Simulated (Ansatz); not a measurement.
## Notes on ScAlSn

```
Sc Al Sn
1.0
     4.27540    0.00000    0.00000
     0.00000    4.27540    0.00000
     0.00000    0.00000    6.48083
Sc Al Sn
2 2 2
Cartesian
  0.0000 0.0000 0.0000
  2.1377 2.1377 0.0000
  2.1377 0.0000 4.7116
  0.0000 2.1377 1.7693
  2.1377 0.0000 1.8146
  0.0000 2.1377 4.6662
```

Level: PBE, spin-orbit coupling; 420 eV; 7×7×5 Γ-centred mesh; gaussian occupations (width 0.0404 eV); Ansatz 0.2.0, fixed geometry.

The state carries no moments; the state need not be the lowest.

**Charges.** Bader charges in e: Sc +1.09, Al +0.12, Sn -1.21. In the mean Sc gives up most and Sn takes most.
**Stress.** The pressure is 15.2 GPa (compression positive), so with the atoms held at these fractions the cell would first expand; the forces are large, so a full relaxation may end otherwise.
**Forces.** The largest is on Sn5 (and as large on other atoms): 2.55 eV/Å, components (0.00, 0.00, 2.55). It makes 130° with the line to a nearest neighbour, Sc1 at 2.80 Å.
**At the Fermi level.** It is a metal, with about 3.5 states/eV a cell as the mean within 0.25 eV of the Fermi level, mostly Sc d (61 %), Al p (15 %) and Sn p (14 %).

Origin: a known structure type with other elements, at an estimated volume, so it need not be a known compound. Caveats: atoms or cell far from equilibrium.
